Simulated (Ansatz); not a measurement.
ScCu (CsCl type, Pm-3m) at seven volumes, DFT-r²SCAN in the program Ansatz with PAW potentials, scaled uniformly. One row is withheld.

```tsv
V (Å³/atom)	P (GPa)
15.438	10.93
15.947	6.71
16.456	3.10
16.965	0.00
17.474	?
17.983	-4.94
18.491	-6.89
```

### Question
Fit the shown pressures and predict the withheld one.

### Answer
P = (3/2)B₀(x^(7/2) − x^(5/2))[1 + (3/4)(B′ − 4)(x − 1)] with x = (V₀/V)^(2/3). Least squares on the six rows gives V₀ = 16.965 Å³/atom, B₀ = 95.5 GPa, B′ = 4.10. At V = 17.474, x = 0.9805 and P = -2.66 GPa. The run itself gave -2.66 GPa.

The workflow started from an entry of the Crystallography Open Database (COD). Its standing as an ambient phase is unchecked. The r²SCAN relaxation kept the symmetry of its start; whether a distortion lowers the energy is not shown. No spin polarisation was allowed.

Potentials: the later of the program's two PAW sets.
